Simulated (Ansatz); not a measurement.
Debugging a calculation of As$_{2}$Se

Intended: As$_{2}$Se, PBEsol, plane waves and PAW in Ansatz. The input:

```yaml
crystal:
  lattice:
    - [-6.6696360575, 6.6696360575, 5.0145244408]
    - [6.6696360575, -6.6696360575, 5.0145244408]
    - [6.6696360575, 6.6696360575, -5.0145244408]
  atoms:
    - { symbol: As, position: [0.875, 0.125, 0.75] }
    - { symbol: As, position: [0.375, 0.125, 0.25] }
    - { symbol: As, position: [0.875, 0.625, 0.75] }
    - { symbol: As, position: [0.875, 0.125, 0.25] }
    - { symbol: Se, position: [0.5, 0.5, 0.0] }
    - { symbol: Se, position: [0.25, 0.75, 0.5] }
basis:
  ecutwfc: 420
kpoints:
  mp_grid: { grid: [4, 4, 4] }
hamiltonian:
  xc: pbesol
scf:
  occupations: { method: gaussian, width: 0.1 }
  max_iter: 51
output:
  forces: true
  stress: true
  eigenvalues: true
```

Command:

```bash
ansatz run input.yaml --threads 1 --pin off --max-ram 2560MiB --backend cpu --events-out ev --progress --plain --runs-dir out
```

Output, shortened (HF is the Harris–Foulkes energy, dr2 the density residual in eV):

```text
Pseudopotential: As, paw, valence charge 15, recommended cutoff 420 eV (normal)
Pseudopotential: Se, paw, valence charge 16, recommended cutoff 420 eV (normal)
Crystal: 6 atoms, lattice volume = 892.265 Å³
Basis set: ecut = 420 eV, 17449 PW (Γ), exchange–correlation on 144×144×144 points (8 copies of the dense FFT grid, shifted against one another)
Bands: 56, of which v1, the nominal top of the filled ones, is band 46 counted from 1 (45 counted from 0)
Symmetry: 16 space group operations
Space group: I41/amd (ITA 141), of the structure as read, at distance tolerance 9.6e-5 Å
k-points: 13 of 64
PAW frozen core: As, regenerated for the run's functional, and the local potential with it (the file was generated under x = pbe(κ = 0.804, μ = 0.2195), c = pbe(β = 0.0667))
PAW frozen core: Se, regenerated for the run's functional, and the local potential with it (the file was generated under x = pbe(κ = 0.804, μ = 0.2195), c = pbe(β = 0.0667))
Initial density: superposition of atomic densities, corrected by the library's trained network
SCF iter   1: HF=-30078.989105 eV  Δρ=2.70e-2  dr2=3.61e1
SCF iter   2: HF=-30097.588838 eV  Δρ=6.22e-2  dr2=1.97e2  recentre
SCF iter   3: HF=-30075.354063 eV  Δρ=3.41e-3  dr2=2.49e-1
SCF iter   4: HF=-30075.357397 eV  Δρ=7.38e-3  dr2=2.58e0  recentre
   ...
SCF iter  18: HF=-30075.306398 eV  Δρ=1.77e-6  dr2=1.34e-7
SCF iter  19: HF=-30075.306398 eV  Δρ=1.78e-6  dr2=1.54e-7
SCF iter  20: F=-30075.306398 eV  HF=-30075.306398 eV  Δρ=6.22e-7  dr2=1.14e-8
SCF 1 converged in 20 iterations: F = -30075.306398 eV  dr2 = 1.14e-8
SCF converged after 20 iterations
Free energy (F): -30075.306398 eV
E sigma→0 (E₀):  -30075.165535 eV
Entropy (-TS):   -0.281726 eV (-46.954 meV/atom)
Fermi energy:    -3.546561 eV
--- Forces (eV/Å), atoms counted from 1 ---
  atom   1  As     0.00000000     0.00000000     0.00000000
  atom   2  As     0.00000000     0.00000000     0.00000000
  atom   3  As    -0.00000000     0.00000000    -0.00000000
  atom   4  As    -0.00000000     0.00000000     0.00000000
  atom   5  Se     0.00000000     0.00000000     0.00000000
  atom   6  Se    -0.00000000    -0.00000000    -0.00000000
--- Stress (GPa, compression-positive) ---
       -0.791838      -0.000000      -0.000000
       -0.000000      -0.791838       0.000000
       -0.000000       0.000000      -1.164406
  P = ⅓ Tr σ = -0.9160 GPa (-9.160 kbar)
```

Task: The run converged, but its numbers aren't those of the intended crystal and state. Why?

Result: The fault is lattice vectors in bohr read as angstrom. Every length is 1.89 times too long, so the atoms are nearly free. The cure is the vectors in angstrom.

Fix (which also takes the mesh and iteration limit of the reference run):

```diff
 crystal:
   lattice:
-    - [-6.6696360575, 6.6696360575, 5.0145244408]
-    - [6.6696360575, -6.6696360575, 5.0145244408]
-    - [6.6696360575, 6.6696360575, -5.0145244408]
+    - [-3.529418, 3.529418, 2.653571]
+    - [3.529418, -3.529418, 2.653571]
+    - [3.529418, 3.529418, -2.653571]
 kpoints:
-  mp_grid: { grid: [4, 4, 4] }
+  mp_grid: { grid: [8, 8, 8] }
 scf:
-  max_iter: 51
```

The mended run converges, with no gap, a pressure of -3.47 GPa. The faulty run's energy lay 4.16 eV per atom higher.

The mended run took 42 s on 1 thread of Intel(R) Xeon(R) Processor @ 2.70GHz (shared host), peak memory 0.61 GiB.